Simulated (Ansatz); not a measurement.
Given:

GeSe$_{2}$:
```cif
data_Ge4Se8
_chemical_formula_sum 'Ge4 Se8'
_space_group_name_H-M_alt 'P21/c'
_space_group_IT_number 14
_space_group_name_Hall '-P 2ybc'
_cell_length_a 6.52908
_cell_length_b 5.59533
_cell_length_c 7.50746
_cell_angle_alpha 90.000
_cell_angle_beta 91.607
_cell_angle_gamma 90.000
loop_
_atom_site_label
_atom_site_type_symbol
_atom_site_symmetry_multiplicity
_atom_site_Wyckoff_symbol
_atom_site_fract_x
_atom_site_fract_y
_atom_site_fract_z
_atom_site_occupancy
Ge1 Ge 4 e 0.23705 0.04360 0.14909 1
Se1 Se 4 e 0.14061 0.42742 0.30217 1
Se2 Se 4 e 0.58728 0.32941 0.06402 1
```

This is the PBEsol-relaxed structure.

Problem. All from plane-wave PAW PBEsol (Ansatz code), unless another level is named. Predict the electronic character.

Solution. metallic (no gap).

Problem. And the density of states at the Fermi level?

Solution. 0.53 states/eV per atom (mean over ±0.08 eV).

Problem. Predict the formation energy from the elements (no fitted shifts).

Solution. -0.069 eV/atom.

Space group P2_1/c. A made-up cell: these elements were put on the sites of a structure type; the Crystallography Open Database copy checked does not list it. Whether it is the stable phase at ambient conditions was not checked. The cell was relaxed with PBEsol under the symmetry of its start; its stability against distortions is not shown here. The volume moved by 17 % from the start of the relaxation. The references are the lowest solids computed at this level, not always the standard phases. Spin–orbit coupling is left out wherever it is not named.

Potentials: the later of the program's two PAW sets.
